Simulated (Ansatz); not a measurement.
A distorted cell of GaSb (zinc blende):

```
CELL_PARAMETERS angstrom
      0.00000     6.21351     6.21351
      3.10675     0.00000     3.10675
      3.10675     3.10675     0.00000
ATOMIC_POSITIONS crystal
  Sb 0.37500 0.75000 0.75000
  Sb 0.88504 0.77007 0.77007
  Ga 0.00000 0.00000 0.00000
  Ga 0.50000 0.00000 0.00000
```

The numbers are results of PBE (plane waves to 420 eV, PAW, scalar-relativistic; Ansatz, a quantum-chemistry and plane-wave program), not measurements. k mesh 11×11×11 (Γ-centred), Fermi-Dirac smearing 0.05 eV. The energy includes the smearing's −TS. Compression counts positive. With partly filled bands, energies and forces of such displacements shift with the k mesh and the smearing. At this level the bands of GaSb touch or barely overlap; measurements give the solid a gap. GaSb was relaxed with its symmetry unable to fall. Spin-orbit coupling is left out, though Sb is heavy.

Question: What forces act on the atoms (eV/Å, Cartesian)?

Answer: 
| atom | Fx | Fy | Fz |
|---|---|---|---|
| Sb1 | -0.020 | 0.061 | 0.061 |
| Sb2 | -1.177 | -1.272 | -1.272 |
| Ga3 | 1.276 | 1.013 | 1.013 |
| Ga4 | -0.078 | 0.198 | 0.198 |

Question: Give the stress tensor in GPa and the pressure.

Answer: 
```
    0.5      1.4      1.4
    1.4      0.6      1.4
    1.4      1.4      0.6
```
The pressure, a third of the trace, is 0.6 GPa.

Question: In it atom 2 sits (0.125, 0.125, 0.125) Å away from its relaxed site. What is its energy relative to the relaxed cell?

Answer: 212 meV/cell.

(A displaced cell: forces are minus the slopes of the energy, force constants its curvatures, and phonons follow from these.)
